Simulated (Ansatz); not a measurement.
ZrC:
```cif
data_CZr
_chemical_formula_sum 'C1 Zr1'
_space_group_name_H-M_alt 'P 1'
_space_group_IT_number 1
_cell_length_a 3.33144
_cell_length_b 3.33144
_cell_length_c 3.33144
_cell_angle_alpha 60.000
_cell_angle_beta 60.000
_cell_angle_gamma 60.000
loop_
_space_group_symop_operation_xyz
  'x, y, z'
loop_
_atom_site_label
_atom_site_type_symbol
_atom_site_fract_x
_atom_site_fract_y
_atom_site_fract_z
_atom_site_occupancy
C1 C 0.00000 0.00000 0.00000 1
Zr1 Zr 0.50000 0.50000 0.50000 1
```

Relaxed with r²SCAN.

Q: Decompose the optical modes at the zone centre into irreducible representations, and say which are infrared and Raman allowed.

A: Point group m-3m: Γ_opt = T1u. Infrared: T1u. Raman: none.

Q: Assign frequencies (DFPT, the program Ansatz at the r²SCAN level (PAW)).

A: T1u 407 cm⁻¹.

Space group Fm-3m (rock salt). The cell was relaxed with r²SCAN under the symmetry of its start; of distortions, only those at the zone centre were tested. The run is not spin-polarised. As this level gives no gap, phonon frequencies hold no LO–TO term and depend on the k-mesh and smearing (Fermi–Dirac, 0.1 eV here).

Potentials: the later of the program's two PAW sets.
